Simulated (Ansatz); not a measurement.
The elements of this relaxed trial crystal are hidden behind letters.

```
lattice vectors (Å)
   3.5161    0.0000    0.0000
  -1.7581    3.0450    0.0000
   0.0000    0.0000   11.9970
fractional positions
X 0.0000 0.0000 0.3797
X 0.0000 0.0000 0.1203
X 0.0000 0.0000 0.8797
X 0.0000 0.0000 0.6203
Z 0.6667 0.3333 0.2500
Z 0.3333 0.6667 0.7500
```

Level of theory: DFT PBE, scalar-relativistic, plane waves, PAW (Ansatz 0.2.0). Cutoff 420 eV, Γ-centred 12×12×4 mesh (6-atom cell), Gaussian smearing of 0.10 eV, no spin polarisation.

| Property | Result |
| --- | --- |
| Space group | P6_3/mmc (No. 194) |
| Conventional cell | a = 3.516 Å, c = 11.997 Å |
| Volume per atom | 21.41 Å³ |
| Density | 4.56 g/cm³ |
| Formation energy | +0.29 eV/atom |
| Gap on the 12×12×4 mesh of the 6-atom cell | 0 eV (a metal) |

Energies are uncorrected and count from the elements' standard states at the same level.

**Question.** X is a p-block element of period 4 and Z is a p-block element of period 3. Which elements are they?

**Answer.** X = Ge, Z = P, so the formula is Ge2P. Density times volume gives a mean mass of 4.56 × 21.41/1.6605 = 58.8 u per atom, and this set has 58.7 u. Among the elements that the hints allow, noble gases aside, only these give it. Ge has 3 P at 2.56 Å, 1 Ge at 2.89 Å and 1 Ge at 3.11 Å; around P lie 6 Ge at 2.56 Å.

A structure relaxed within its symmetry needn't be a true minimum. Another cell of Ge2P relaxed alike, in P6_3/mmc, lies 86 meV/atom lower, so this cell isn't the stable form at this level.
